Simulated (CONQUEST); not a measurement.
Consider a self-consistent single point of Ti (P1, 6 atoms in the cell; from Materials Project mp-72, changed as shown).

```xyz
6
Lattice="4.5674 0.0000 0.0000 0.0000 7.9109 0.0000 0.0000 0.0000 2.8262" Properties=species:S:1:pos:R:3 pbc="T T T"
Ti    -0.0346    -0.0230     0.0154
Ti     0.0153     2.5991     1.3825
Ti     2.2404     1.3174     1.3564
Ti     2.2676     3.9629     0.0543
Ti     2.3615     6.6008     1.3987
Ti     0.0009     5.3201     1.4452
```

All values come from this method and carry its errors: LDA (PW92), numerical atomic orbitals double-zeta with polarisation (the shipped basis), PseudoDojo norm-conserving potentials made for LDA (CONQUEST 1.3).

CONQUEST settings:

| setting | value |
|---|---|
| basis | DZP |
| Diag.MPMeshX, Y, Z | 6 4 8 |
| potentials | PseudoDojo norm-conserving LDA |
| Grid.GridCutoff | 175 Ha |
| DM.SolutionMethod | diagon |
| Diag.kT | 0.001837 Ha |
| Diag.GammaCentred | true |
| minE.SCTolerance | 1.0e-06 |
| SC.MaxIters | 100 |
| SC.LinearMixingFactor | 0.3 |
| SC.KerkerPreCondition | true |
| SC.KerkerFactor | 0.3 1/bohr |
| AtomMove.TypeOfRun | static |

Results:

Number of valence electrons: 72
Number of bands: 114
Number of k-points after the program's reduction: 140
Size of the basis: 114
Number of SCF iterations: 14
FFT grid: 60 × 96 × 32
Free energy E − TS: -9688.1041 eV
Fermi level (on the code's own zero): -7.95 eV
Pressure: -6.44 GPa
Largest force (vector length): 0.434 eV/Å

Forces (eV/Å):
```tsv
atom	Fx	Fy	Fz
Ti1	0.152	0.173	-0.206
Ti2	-0.143	0.253	0.165
Ti3	0.195	0.029	0.219
Ti4	0.029	-0.046	-0.312
Ti5	-0.411	-0.050	0.131
Ti6	0.176	-0.357	0.007
```

Stress (GPa, positive for compression):
```
-6.29   0.05  -0.06
 0.05  -6.32   0.02
-0.06   0.02  -6.69
```

For comparison: a first run was changed to give this one (atoms moved at random), and from it to this one the free energy goes up by 9.8 meV/atom, the pressure goes from -6.71 to -6.44 GPa and the largest force goes from under 0.1 to 0.43 eV/Å.

The program uses no crystal symmetry, so grid and mesh can part values that symmetry would make equal. The atom-centred basis is finite, which shifts total energies, pressures and forces against plane waves. The structure comes from a collection of computed structures, made at another level of theory; the collection holds predicted forms beside known ones. No clean gap shows at this smearing width and mesh (spacing up to 0.28 Å⁻¹); the mesh is coarse for partly filled bands, so the values carry mesh errors.

Cost on one core: very roughly 4 core-minutes.
